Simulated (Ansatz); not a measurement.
SiSn (CsCl type, Pm-3m) at seven volumes, DFT-PBE in the program Ansatz with PAW potentials, scaled uniformly. One row is withheld.

```csv
V (Å³/atom),P (GPa)
19.445,7.35
20.087,4.40
20.728,1.98
21.369,-0.01
22.010,?
22.651,-3.14
23.292,-4.43
```

Problem. Fit the shown pressures and predict the withheld one.

Solution. P = (3/2)B₀(x^(7/2) − x^(5/2))[1 + (3/4)(B′ − 4)(x − 1)] with x = (V₀/V)^(2/3). Least squares on the six rows gives V₀ = 21.357 Å³/atom, B₀ = 62.3 GPa, B′ = 4.79. At V = 22.010, x = 0.9801 and P = -1.75 GPa. The run itself gave -1.69 GPa.

A made-up cell: these elements were put on the sites of a structure type; neither database checked (COD, Materials Project) lists it. Whether it is the stable phase at ambient conditions was not checked. The PBE relaxation kept the symmetry of its start; its stability against distortions is not shown here. Scalar-relativistic: spin–orbit coupling is off unless named, which matters more the heavier the elements.

Potentials: the later of the program's two PAW sets.
